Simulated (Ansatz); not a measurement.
**Profile along the Te–Sn line in SnTe (rock salt)**

SnTe (rock salt)

```xyz
2
Lattice="0.0000 3.1851 3.1851 3.1851 0.0000 3.1851 3.1851 3.1851 0.0000" Properties=species:S:1:pos:R:3 pbc="T T T"
Te     0.0000     0.0000     0.0000
Sn     3.1851     3.1851     3.1851
```

Fields along a shortest Te–Sn line of a {100} plane (3.19 Å), from Te to Sn, interpolated on the slice's grid (step about 0.2 Å). These are r2SCAN (plane waves to 500 eV, PAW, scalar-relativistic; Ansatz, a program for electronic structure) values and carry that method's errors. k mesh 9×9×9. These are valence fields of a PAW run, semicore shells included where kept as valence: close to a nucleus they are smooth pseudo fields. SnTe was relaxed with its symmetry unable to fall. Spin-orbit coupling is left out, though Te is heavy.

| distance from Te (Å) | valence electron density (e/Å³) | electron localisation function | density of the highest valence band (e/Å³) | density of the lowest conduction band (e/Å³) |
|---|---|---|---|---|
| 0.00 | 17.58 | x | 0.003 | 0.008 |
| 0.32 | 11.89 | x | 0.007 | 0.016 |
| 0.64 | 3.15 | 0.27 | 0.053 | 0.037 |
| 0.96 | 0.68 | 0.53 | 0.086 | 0.041 |
| 1.28 | 0.34 | 0.66 | 0.057 | 0.031 |
| 1.59 | 0.22 | 0.49 | 0.036 | 0.037 |
| 1.91 | 0.25 | 0.35 | 0.040 | 0.057 |
| 2.23 | 0.61 | 0.34 | 0.059 | 0.066 |
| 2.55 | 2.80 | 0.20 | 0.062 | 0.015 |
| 2.87 | 10.17 | x | 0.039 | 0.010 |
| 3.19 | 16.52 | x | 0.017 | 0.001 |

x: too close to a nucleus for the ELF to mean much. Band densities are of whole bands, smooth part only.

Density on the Te–Sn line (3.19 Å) at its density minimum, 1.7 Å from Te: 0.21 e/Å³. ELF at that point: 0.4. ELF maximum in the middle third of the Te–Sn line: 0.66, 1.3 Å from Te.
